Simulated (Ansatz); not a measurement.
## Ti$_{2}$AlC: how the free axis answers a strain

Ti$_{2}$AlC, P6_3/mmc, a = 3.038 Å, c = 13.637 Å. The structure is a Materials Project entry; whether it is the stable form wasn't checked. Ansatz: PBEsol, PAW, 420 eV, Γ-centred 12×12×4 mesh on 8 atoms, Gaussian smearing 0.10 eV; no spin polarisation. Series: uniaxial strain along a, with b, c and atoms relaxed; x is the strain in per cent. y is the change of c in per cent of 13.636 Å.

```
x (%) y (%)
 -3.0      ?
 -1.5   0.27
  0.0   0.00
  1.5  -0.28
  3.0  -0.56
```

Q: Fit y = c1 x + c2 x² to the other rows, say what c1 measures, and predict the missing y.

A: Least squares on the rows shown. y = −0.1827 x − 0.001414 x². So −c1 = 0.183 is Poisson's ratio for this pair of axes. Along b the same runs (not shown) give -0.14: b grows with the strained axis. At x = -3.0 the fit asked for gives 0.54 %. The run gave 0.55 %, so the fit is 0.01 % too low, a small miss on the scale of the series. The form still works here, 33 % of the fitted range beyond its end.